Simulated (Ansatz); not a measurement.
LaInO3:
```yaml
crystal:
  lattice:
    - [5.94952, 0.00000, 0.00000]
    - [0.00000, 8.25172, 0.00000]
    - [0.00000, 0.00000, 5.73458]
  atoms:
    - { symbol: La, position: [0.94668, 0.25000, 0.01555] }
    - { symbol: La, position: [0.05332, 0.75000, 0.98445] }
    - { symbol: La, position: [0.55332, 0.75000, 0.51555] }
    - { symbol: La, position: [0.44668, 0.25000, 0.48445] }
    - { symbol: In, position: [0.00000, 0.00000, 0.50000] }
    - { symbol: In, position: [0.50000, 0.00000, 0.00000] }
    - { symbol: In, position: [0.50000, 0.50000, 0.00000] }
    - { symbol: In, position: [0.00000, 0.50000, 0.50000] }
    - { symbol: O, position: [0.04480, 0.25000, 0.61302] }
    - { symbol: O, position: [0.95520, 0.75000, 0.38698] }
    - { symbol: O, position: [0.45520, 0.75000, 0.11302] }
    - { symbol: O, position: [0.54480, 0.25000, 0.88698] }
    - { symbol: O, position: [0.19843, 0.05978, 0.19615] }
    - { symbol: O, position: [0.80157, 0.94022, 0.80385] }
    - { symbol: O, position: [0.30157, 0.94022, 0.69615] }
    - { symbol: O, position: [0.69843, 0.05978, 0.30385] }
    - { symbol: O, position: [0.69843, 0.44022, 0.30385] }
    - { symbol: O, position: [0.30157, 0.55978, 0.69615] }
    - { symbol: O, position: [0.80157, 0.55978, 0.80385] }
    - { symbol: O, position: [0.19843, 0.44022, 0.19615] }
```

This is the r²SCAN-relaxed structure.

Problem. All from DFT-r²SCAN in the program Ansatz with PAW potentials, unless another level is named. Estimate the formation energy from the elements (no fitted shifts).

Solution. -2.77 eV/atom.

Problem. What about the band gap?

Solution. 3.50 eV (direct).

Problem. What about the valence-band maximum?

Solution. at Γ.

Space group Pnma. The workflow started from a Materials Project entry (that database holds measured and hypothetical structures alike); the Crystallography Open Database files this formula in space group No. 62, but the cells were not matched. Its standing as an ambient phase is unchecked. The cell was relaxed with r²SCAN under the symmetry of its start; whether a distortion lowers the energy is not shown. The references are the lowest solids computed at this level, not always the standard phases (solids in place of the gases). Spin–orbit coupling is left out wherever it is not named.

Potentials: the later of the program's two PAW sets.
